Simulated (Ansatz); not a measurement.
## AlRu: the relaxed cell by functional

The starting cell is an entry of the Crystallography Open Database (1993):

```
Al Ru
1.0
     2.99160    0.00000    0.00000
     0.00000    2.99160    0.00000
     0.00000    0.00000    2.99160
Al Ru
1 1
Direct
  0.00000 0.00000 0.00000
  0.50000 0.50000 0.50000
```

Atoms and cell were relaxed at zero pressure with plane-wave PAW DFT (Ansatz 0.2.0; one set of PAW datasets, made under PBE, for all functionals; 420 eV, r2SCAN 500 eV; 11×11×11 Γ-centred mesh, fermi-dirac occupations of width 0.100 eV; no spin polarisation, no spin-orbit coupling, no dispersion correction), keeping the symmetry (Pm-3m, No. 221).

**Question.** What cells and energies do LDA, PBEsol, PBE, r2SCAN give?

**Answer.** The relaxed conventional cells:

```csv
functional,a (Å),volume (Å³/atom),formation energy (eV/atom)
LDA,2.955,12.90,-0.640
PBEsol,2.977,13.20,-0.622
PBE,3.005,13.57,-0.633
r2SCAN,2.984,13.28,-0.712
the entry,2.992,13.39,–
```

LDA gives the smallest volume and PBE the largest, 5.2 % more, the usual order, since LDA overbinds and PBE's gradient terms loosen the lattice. Against the entry's volume: LDA -3.6 %, PBEsol -1.4 %, PBE +1.3 %, r2SCAN -0.8 %; r2SCAN comes nearest. The formation energies span 0.09 eV an atom, lowest under r2SCAN.

Caveats: each relaxation keeps the start's symmetry, so a distorted cell may lie lower; computed cells are at 0 K with fixed nuclei, while the entry holds thermal expansion, often some tenths of a per cent in volume and more in soft crystals; formation energies are at zero smearing against the elements' usual phases under the same functional, gases as free molecules, uncorrected.
